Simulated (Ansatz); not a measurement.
Input:

HfO2 (fluorite)

```
CELL_PARAMETERS angstrom
      0.00000     5.09760     5.09760
      2.54880     2.54880     5.09760
      2.54880     2.54880     0.00000
ATOMIC_POSITIONS crystal
  Hf 0.00000 0.00000 0.00000
  Hf 0.50000 0.00000 0.00000
  O  0.00000 0.25000 0.25000
  O  0.50000 0.25000 0.25000
  O  0.00000 0.75000 0.75000
  O  0.50000 0.75000 0.75000
```

The atoms are displaced by Q × the pattern below (from a DFPT mode at X = (0.5, 0.5, 0.0), largest move 1; Q in Å), at fixed cell. (q is in reciprocal vectors of the primitive cell; the cell shown is doubled to hold the pattern.)

| atom | x | y | z |
|---|---|---|---|
| O3 | 0.000 | 0.000 | 1.000 |
| O4 | 0.000 | 0.000 | -1.000 |
| O5 | 0.000 | 0.000 | 1.000 |
| O6 | 0.000 | 0.000 | -1.000 |

Atoms not listed stay in place.

Computed with PBE (plane waves to 420 eV, PAW, scalar-relativistic; Ansatz, a first-principles code). k mesh 11×11×11 (Γ-centred), Fermi-Dirac smearing 0.05 eV. E stands for the smeared free energy. HfO2 is run without spin polarisation. HfO2 was relaxed with its symmetry unable to fall. Spin-orbit coupling is left out, though Hf is heavy. This is a high-temperature form of HfO2. The zero of ΔE is the undisplaced structure.

The scan covers Q from -0.440 to 0.440 Å in 13 points.

Problem. Which space group does the distorted structure have?

Solution. P4_2/nmc (No. 137), lowered from Fm-3m.

Problem. Is this a single well or a double well?

Solution. A double well: the undisplaced structure is a maximum between two minima.

Problem. By a smooth curve, how deep is the well, measured from the undisplaced structure?

Solution. 155 meV/cell, cell held fixed.

Problem. By a smooth curve through the points, how far does the most displaced atom move to reach the deepest minimum?

Solution. 0.24 Å from zero.

Problem. What is the energy change at Q = 0.440 Å?

Solution. 370 meV/cell.

(A displaced cell: forces are minus the slopes of the energy, force constants its curvatures, and phonons follow from these.)
